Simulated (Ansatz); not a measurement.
Relaxed-ion elastic tensor of LiCl (rock salt, Fm-3m) in GPa (Voigt order), LDA in the plane-wave PAW code Ansatz; density 2.30 g/cm³, 15.30 Å³ per atom.

|  | 1 | 2 | 3 | 4 | 5 | 6 |
|---|---|---|---|---|---|---|
| 1 | 76.2 | 23.2 | 23.2 | 0.0 | 0.0 | 0.0 |
| 2 | 23.2 | 76.2 | 23.2 | 0.0 | 0.0 | 0.0 |
| 3 | 23.2 | 23.2 | 76.2 | 0.0 | 0.0 | 0.0 |
| 4 | 0.0 | 0.0 | 0.0 | 28.2 | 0.0 | 0.0 |
| 5 | 0.0 | 0.0 | 0.0 | 0.0 | 28.2 | 0.0 |
| 6 | 0.0 | 0.0 | 0.0 | 0.0 | 0.0 | 28.2 |

Is the crystal mechanically stable?

Yes: the smallest eigenvalue of C is 28.2 GPa.

Work out the Voigt, Reuss and Hill averages.

K_V = 40.9, K_R = 40.9, K_H = 40.9; G_V = 27.5, G_R = 27.5, G_H = 27.5 GPa.

Give Young's modulus, Poisson's ratio, Pugh's ratio and the universal anisotropy index.

E = 9KG/(3K + G) = 67.4 GPa; ν = 0.23; K/G = 1.49 (brittle by the Pugh limit of 1.75); A_U = 5G_V/G_R + K_V/K_R − 6 = 0.00.

Estimate the sound speeds and the Debye temperature.

v_l = √((K + 4G/3)/ρ) = 5810 m/s, v_t = √(G/ρ) = 3460 m/s, mean 3830 m/s; Θ = (h/k)(3n/4πV)^(1/3) v_m = 459 K.

Give the Zener ratio and Young's modulus along [100], [110] and [111].

A = 2C44/(C11 − C12) = 1.06; 1/E = S11 − 2(S11 − S12 − S44/2)Γ with Γ = 0, 1/4, 1/3 gives 65.4, 67.9, 68.8 GPa.

Solve the Christoffel equation for the three sound speeds along [100], [110], [111].

Eigenvalues of C_ijkl n_j n_l equal ρv². In km/s, slowest first: [100] 3.50, 3.50, 5.76; [110] 3.39, 3.50, 5.82; [111] 3.43, 3.43, 5.84.

Symmetry was held in the LDA relaxation; phonons on a q-mesh show no instability.

Potentials: the later of the program's two PAW sets.
